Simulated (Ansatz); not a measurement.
## Stationary points along a deformation path in KCdF$_{3}$

All numbers below come from Ansatz, DFT LDA, scalar-relativistic, plane waves, PAW. Cutoff 420 eV, Γ-centred 6×6×6 k-points, Gaussian smearing of 0.05 eV. No spin polarisation. Energies are free energies at this smearing, counted from the undisturbed cell; pressure is positive in compression.

Reference structure (as given, not relaxed at this level; it stands at -3.5 GPa, and it needn't be the usual structure):

```yaml
crystal:
  lattice:
    - [4.38209, 0.00000, 0.00000]
    - [0.00000, 4.38209, 0.00000]
    - [0.00000, 0.00000, 4.38209]
  atoms:
    - { symbol: K, position: [0.00000, 0.00000, 0.00000] }
    - { symbol: Cd, position: [0.50000, 0.50000, 0.50000] }
    - { symbol: F, position: [0.00000, 0.50000, 0.50000] }
    - { symbol: F, position: [0.50000, 0.00000, 0.50000] }
    - { symbol: F, position: [0.50000, 0.50000, 0.00000] }
```

At fixed volume and fractional coordinates, lengths along (0.000, 0.000, 1.000) are scaled against those across it; ρ is that ratio over its starting value. V = 16.830 Å³/atom. Δσ is the stress along the axis less the mean stress across it (compression positive).

```
    ρ  ΔE (meV/atom)  Δσ (GPa) space group
0.650         1050.1     98.75       P4/mmm
0.707          579.7     63.12       P4/mmm
0.780          249.7     34.79       P4/mmm
0.850           92.9     18.38       P4/mmm
0.920           21.8      7.89       P4/mmm
0.960            4.9      3.55       P4/mmm
1.000            0.0      0.00        Pm-3m
1.050            6.4     -3.66       P4/mmm
1.100           23.4     -6.78       P4/mmm
1.200           81.6    -12.30       P4/mmm
1.300          165.6    -17.79       P4/mmm
1.414          290.1    -24.81       P4/mmm
1.500          404.9    -30.89       P4/mmm
```

Question: How does the stress give the slope of the energy, and where is the energy stationary?

Answer: Along the path d ln(length) is 2/3 d ln ρ on the axis and −1/3 d ln ρ across it, so dE/d ln ρ = −(2/3) V Δσ: the energy falls with ρ where Δσ is positive. Δσ vanishes or changes sign at ρ = 1.000 (Pm-3m), a minimum at 0.0 meV/atom. Pairs of stationary points between two samples would go unseen, and could change a minimum read from distant neighbours into a maximum. At ρ = 1.000 the cell is cubic, where symmetry alone makes the stress isotropic and the slope zero.

Question: Which shear constant sets the curvature at ρ = 1?

Answer: For a cubic crystal E/V = (2/3) C (ln ρ)² with C = C′ = (C11 − C12)/2, so Δσ = −2C ln ρ. The parabola of Δσ against ln ρ through ρ = 0.960, 1 and 1.050 gives C ≈ 41 GPa with the ions clamped, rough because the steps are large. It is the stress–strain coefficient at this cell's pressure of -3.5 GPa, not the zero-pressure constant.

Question: Integrate that slope from ρ = 1 to 0.850 by the trapezoid rule.

Answer: With V/N in Å³ and 1 eV/Å³ = 160.2 GPa the slopes at ρ = 1.000, 0.960, 0.920, 0.850 are 0, -249, -553, -1287 meV/atom per unit of ln ρ. The steps add 5.1 + 17.1 + 72.8 = 94.9 meV/atom, against 92.9 from the energies; the trapezoid rule misses the curvature of the slope within each step.

Symmetry holds off the tilts and polar distortions that many cubic perovskites undergo.